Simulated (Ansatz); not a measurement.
## Clamped-ion strain scan in MgS

Computed with DFT PBEsol, scalar-relativistic, plane waves, PAW (Ansatz). Settings: plane waves to 420 eV, k-mesh 8×8×8 (Γ-centred), Gaussian smearing 0.05 eV. No spin polarisation. Energies are free energies at this smearing, counted from the undisturbed cell; pressure is positive in compression.

Reference structure (as given, not relaxed at this level; it stands at -0.4 GPa; this zinc-blende form isn't the usual structure):

```
Mg S
1.0
     0.00000    2.83312    2.83312
     2.83312    0.00000    2.83312
     2.83312    2.83312    0.00000
Mg S
1 1
Direct
  0.00000 0.00000 0.00000
  0.75000 0.75000 0.75000
```

The cell is strained by ε times the Voigt pattern (1, 1, 0, 0, 0, 0) (xx, yy, zz, yz, xz, xy; engineering shear) with fractional coordinates fixed.

| ε | ΔE (meV/atom) | stress summed along the pattern (GPa, tension positive) |
| --- | --- | --- |
| -0.1000 | 194.6 | -34.87 |
| -0.0750 | 101.2 | -23.24 |
| -0.0500 | 40.5 | -13.62 |
| -0.0250 | 8.0 | -5.68 |
| 0.0000 | 0.0 | 0.87 |
| 0.0250 | 13.1 | 6.24 |
| 0.0500 | 44.5 | 10.63 |
| 0.0750 | 91.5 | 14.18 |
| 0.0875 | 120.2 | 15.69 |
| 0.1000 | 152.0 | 17.04 |